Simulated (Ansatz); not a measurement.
# Zr$_{2}$Rh: pressure against volume

Zr$_{2}$Rh, I4/mcm, a = 6.493 Å, c = 5.651 Å. The structure is a COD entry; whether it is the stable form wasn't checked. Ansatz: r2SCAN, PAW, 500 eV, Γ-centred 8×8×8 mesh on 6 atoms, Gaussian smearing 0.10 eV; no spin polarisation. Shape and atoms are relaxed at each volume; pressure is positive in compression.

| V (Å³/atom) | P (GPa) |
| --- | --- |
| 17.470 | ? |
| 18.065 | 14.34 |
| 18.661 | 8.68 |
| 19.256 | 3.94 |
| 19.852 | 0.01 |
| 20.448 | -3.17 |
| 21.043 | -6.14 |
| 21.837 | -9.70 |

**Question.** Take V0 = 19.852 Å³/atom, count pressures from its P0 = 0.01 GPa, fit the third-order Birch–Murnaghan form to the other rows, and predict the missing pressure.

**Answer.** With the Eulerian strain f = ½[(V0/V)^(2/3) − 1] and y = (P − P0)/[3f(1 + 2f)^(5/2)], the form is the line y = B0 + 1.5 B0 (B0′ − 4) f. Rows (f, y): 0.03245, 125.8; 0.02105, 123.8; 0.01026, 121.4; -0.00976, 114.1; -0.01905, 118.6; -0.03078, 123.3. Means f = 0.0006950, y = 121.17; Σ(Δf)² = 0.003004, ΣΔfΔy = 0.2604; the slope is their ratio. y = 121.1 + 86.68 f GPa, so B0 = 121.1 GPa and B0′ = 4 + 2 × (86.68)/(3 × 121.1) = 4.48. At V = 17.470, f = 0.04447, y = 124.95 and P = 20.64 GPa. The run gave 21.06 GPa, so the fit is 0.42 GPa too low, 1.4 % of the span of the series, against an rms of 0.19 GPa on the fitted rows. The row lies outside the fitted range. A fourth-order term fitted to the same rows gives P = 22.29 GPa at this row's volume (the line 20.64, the run 21.06), no gain.